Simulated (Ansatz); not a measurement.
# Structure search: one In5Sb candidate

The calculation used DFT PBE, scalar-relativistic, plane waves, PAW (Ansatz 0.2.0). Cutoff 420 eV, Gaussian smearing, Γ-centred meshes. Cell and atoms relax first on a coarse mesh and then on a finer one. In between, the cell is made exact in the group found at 0.06 Å. In metals the finer mesh still leaves noise of several meV/atom or more. The steps can't lower the symmetry of their start. No spin polarisation.

The cell of In5Sb is invented: random cell by space group and Wyckoff sites (F-43m, No. 216). Lengths were set from tabulated atomic sizes, so they are only a guess.

```cif
data_structure
_symmetry_space_group_name_H-M 'F-43m'
_symmetry_Int_Tables_number 216
_cell_length_a 8.8821
_cell_length_b 8.8821
_cell_length_c 8.8821
_cell_angle_alpha 90.000
_cell_angle_beta 90.000
_cell_angle_gamma 90.000
_cell_volume 700.72
loop_
_atom_site_label
_atom_site_type_symbol
_atom_site_symmetry_multiplicity
_atom_site_Wyckoff_symbol
_atom_site_fract_x
_atom_site_fract_y
_atom_site_fract_z
_atom_site_occupancy
In1 In 4 b 0.50000 0.00000 0.00000 1
In2 In 16 e 0.35793 0.14207 0.35793 1
Sb1 Sb 4 d 0.25000 0.25000 0.75000 1
```

The zero of energy is the elements' standard structures at the same level; no fitted shifts are applied.

**Question.** Which structure results?

**Answer.** The symmetry stays F-43m (No. 216). The volume per atom stays near 29.1 Å³. The shortest distance goes from 2.71 Å (In–In) to 3.13 Å (In–In). The energy falls by about 0.34 eV/atom (the start's value is from the coarse mesh). The end is written in a standard setting, so origin, axes and order of atoms can differ from the start's. Conventional cell: a = 8.874 Å. Around In on a site of symmetry -43m lie 12 In at 3.68 Å and 4 Sb at 3.84 Å; around In on a site of symmetry 3m lie 6 In at 3.13–3.14 Å, 3 Sb at 3.68 Å and 3 In at 3.68 Å; Sb has 16 In at 3.68–3.84 Å.

```
In Sb
1.0
     0.00000    4.43679    4.43679
     4.43679    0.00000    4.43679
     4.43679    4.43679    0.00000
In Sb
5 1
Direct
  0.50000 0.50000 0.50000
  0.37431 0.87523 0.87523
  0.87523 0.37431 0.87523
  0.87523 0.87523 0.37431
  0.87523 0.87523 0.87523
  0.25000 0.25000 0.25000
```

**Question.** Give its energy and gap.

**Answer.**

| Item | Value |
| --- | --- |
| Energy over the elements | +0.14 eV/atom |
| Gap on the 8×8×8 mesh of the 6-atom cell | 0 eV (a metal) |

It can't be a ground state, since the elements alone are lower.

The last run used Gaussian smearing of 0.10 eV. Spin–orbit coupling, which can matter for Sb, is left out. A structure relaxed within its symmetry needn't be a true minimum. Another cell of In5Sb relaxed alike, in P-62m, lies 121 meV/atom lower, so this cell isn't the stable form at this level.
